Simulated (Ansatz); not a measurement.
Suppose SiAs3 takes space group Im-3m (No. 229), with Si on 2a; As on 6b.

These are results of DFT PBE, scalar-relativistic, plane waves, PAW in Ansatz 0.2.0, not measurements. Cutoff 420 eV, Γ-centred mesh, Gaussian smearing, no spin polarisation.

Formation energies are uncorrected and refer to the elements' standard structures at the same level.

**Question.** Give the relaxed lattice parameters and positions.

**Answer.**

Space group Im-3m (No. 229). a = 5.347 Å, b = 5.347 Å, c = 5.347 Å, α = 90.00°, β = 90.00°, γ = 90.00°
| atom | site | symmetry | x | y | z |
| --- | --- | --- | --- | --- | --- |
| Si | 2a | m-3m | 0.0000 | 0.0000 | 0.0000 |
| As | 6b | 4/mm.m | 0.5000 | 0.0000 | 0.0000 |

Si is surrounded by 6 As at 2.67 Å; As is surrounded by 2 Si at 2.67 Å and 4 As at 2.67 Å.

**Question.** Where does its energy lie, and is it a metal?

**Answer.** The formation energy is +0.15 eV/atom and the gap on the 12×12×12 mesh of the 4-atom cell is 0 eV (a metal). The separate elements lie lower, so it is unstable against them.

The last run used Gaussian smearing of 0.10 eV. An odd number of electrons in the primitive cell allows no gap without spin; a larger cell or a magnetic state could open one. The cell is a metal run without spin; a magnetic state may lie lower. The reference form of As is held partly by dispersion forces, which this level lacks. Symmetry constrained the relaxation, so the result can be a saddle point. Another cell of SiAs3 relaxed alike, in R-3m, lies 62 meV/atom lower, so this cell isn't the stable form at this level.
